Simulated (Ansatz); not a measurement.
Given:

GaN:
```yaml
crystal:
  lattice:
    - [3.15182, 0.00000, 0.00000]
    - [-1.57591, 2.72955, 0.00000]
    - [0.00000, 0.00000, 5.13835]
  atoms:
    - { symbol: Ga, position: [0.66667, 0.33333, 0.00082] }
    - { symbol: Ga, position: [0.33333, 0.66667, 0.50082] }
    - { symbol: N, position: [0.66667, 0.33333, 0.62438] }
    - { symbol: N, position: [0.33333, 0.66667, 0.12438] }
```

This is the LDA-relaxed structure. Cartesian axes are those of the cell as given.

Problem. All from the program Ansatz at the LDA level (PAW), unless another level is named. Predict the vibrational entropy at 300 K.

Solution. 16.1 J/(K·mol of atoms).

Problem. And the Young's modulus?

Solution. 287 GPa.

Problem. Give the piezoelectric stress constants (proper, relaxed ions, C/m²).

Solution. e15 = e24 = 0.32, e31 = e32 = 0.47, e33 = -0.82.

Problem. Give the zero-point energy.

Solution. 78.7 meV/atom.

Problem. What about the highest zone-centre frequency (without LO–TO term)?

Solution. 698 cm^-1.

Space group P6_3mc (wurtzite). The cell was relaxed with LDA under the symmetry of its start; phonons on a q-mesh show no instability.

Potentials: the later of the program's two PAW sets.
